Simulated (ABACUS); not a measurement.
A self-consistent single point of Ni3Sn4 (C2/m, 7 atoms in the cell; from Materials Project mp-20174, changed as shown).

```xyz
7
Lattice="5.8747 -1.9508 0.0000 5.8747 1.9508 0.0000 -1.2966 0.0000 4.8288" Properties=species:S:1:pos:R:3 pbc="T T T"
Ni     0.0000     0.0000     0.0000
Ni     8.3530     0.0000     3.2042
Ni     2.0997     0.0000     1.6246
Sn     6.3217     0.0000     1.5142
Sn     4.1310     0.0000     3.3146
Sn     9.4840     0.0000     0.9051
Sn     0.9687     0.0000     3.9237
```

Computed with PBEsol, numerical atomic orbitals SZP (confined pseudo-atomic orbitals with Gaussian additions; energy shift 0.003 Ry), PseudoDojo 0.4 standard norm-conserving PBEsol (tails mended) pseudopotentials in ABACUS.

ABACUS settings:

basis: SZP numerical atomic orbitals, energy shift 0.003 Ry
KPT: Gamma 4 4 4 0 0 0
basis_type: lcao
dft_functional: PBESOL
ecutwfc: 100 Ry
smearing_method: fd
smearing_sigma: 0.00367493 Ry
potentials: PseudoDojo 0.4 standard norm-conserving PBEsol (tails mended)
symmetry: 1
symmetry_prec: 1e-05
ks_solver: scalapack_gvx
scf_nmax: 100
scf_thr: 1.0e-06
mixing_type: broyden

Results:

Number of valence electrons: 110
Number of bands: 67
Number of k-points after the program's reduction: 24
Size of the basis: 144
Number of SCF iterations: 11
Free energy E − TS: -22246.3765 eV
Fermi level (on the code's own zero): 17.33 eV
Pressure: 17.11 GPa
Largest force (vector length): 0.438 eV/Å

Forces (eV/Å):
```tsv
atom	Fx	Fy	Fz
Ni1	0.000	0.000	0.000
Ni2	0.020	0.000	0.149
Ni3	-0.020	0.000	-0.149
Sn4	-0.304	0.000	-0.021
Sn5	0.304	0.000	0.021
Sn6	0.401	0.000	0.176
Sn7	-0.401	0.000	-0.176
```

Stress (GPa, positive for compression):
```
15.81   0.00  -1.43
 0.00  17.66   0.00
-1.43   0.00  17.85
```

For comparison: a first run was changed to give this one (lattice scaled by 0.98), and from it to this one the free energy rises by 71.7 meV/atom, the pressure goes from 6.74 to 17.11 GPa and the largest force goes from 0.305 to 0.438 eV/Å.

The atom-centred basis is finite, which shifts total energies, pressures and forces against plane waves. The run has no spin polarisation, so moments on Ni cannot form. A single-zeta basis is rough, for pressures and forces above all. The structure comes from a collection of computed structures, made at another level of theory; the collection holds predicted forms beside known ones. Its lattice was then scaled. No clean gap shows at this smearing width and mesh (spacing up to 0.43 Å⁻¹); the mesh is coarse for partly filled bands, so the values carry mesh errors.

Cost on one core: around 3 core-minutes (rough).

The atomic orbitals were generated for these runs; they are not ABACUS's published sets and were checked against plane waves on a few crystals only.

“Tails mended”: in these copies of the files the far tail of each local potential was reset to the Coulomb form.
